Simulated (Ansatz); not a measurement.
LiVO2:
```cif
data_Li3O6V3
_chemical_formula_sum 'V3 O6 Li3'
_space_group_name_H-M_alt 'R-3m :H'
_space_group_IT_number 166
_space_group_name_Hall '-R 3 2"'
_cell_length_a 2.91770
_cell_length_b 2.91770
_cell_length_c 14.48165
_cell_angle_alpha 90.000
_cell_angle_beta 90.000
_cell_angle_gamma 120.000
loop_
_atom_site_label
_atom_site_type_symbol
_atom_site_symmetry_multiplicity
_atom_site_Wyckoff_symbol
_atom_site_fract_x
_atom_site_fract_y
_atom_site_fract_z
_atom_site_occupancy
V1 V 3 b 0.00000 0.00000 0.50000 1
O1 O 6 c 0.00000 0.00000 0.24362 1
Li1 Li 3 a 0.00000 0.00000 0.00000 1
```
(The calculation used a cell of 4 atoms; values per cell refer to that cell.)
The run is spin-polarised, in the one order tried: ferromagnetic.

Relaxed at zero pressure with plane-wave PAW r²SCAN (Ansatz code).

**Question.** The volume is lowered by 9 % and shape and atoms relax at that volume. What pressure results, and how do the axes share the change?

**Answer.** 15.6 GPa; a -2.5 %, b -2.5 %, c -4.2 %; the energy rises by 36 meV/atom.

**Question.** Give the new structure.

**Answer.** 
Space group R-3m, hexagonal axes (No. 166); a = b = 2.8441 Å, c = 13.8692 Å, α = β = 90.00°, γ = 120.00°

| atom | site | symmetry | x | y | z |
|---|---|---|---|---|---|
| V | 3b | -3m | 0.0000 | 0.0000 | 0.5000 |
| O | 6c | 3m | 0.0000 | 0.0000 | 0.2471 |
| Li | 3a | -3m | 0.0000 | 0.0000 | 0.0000 |

The phase is kept; no other phase was compared at this pressure.

The workflow started from an entry of the Crystallography Open Database (COD). Whether it is the stable phase at ambient conditions was not checked. The r²SCAN relaxation kept the symmetry of its start; its stability against distortions is not shown here. The final state is ferromagnetic, the only order run, not a proven ground state. The cell computed holds one magnetic atom, so no antiferromagnetic order was within reach. Other orbital occupations within this spin state were not tried. No Hubbard U is applied.

Potentials: the later of the program's two PAW sets.
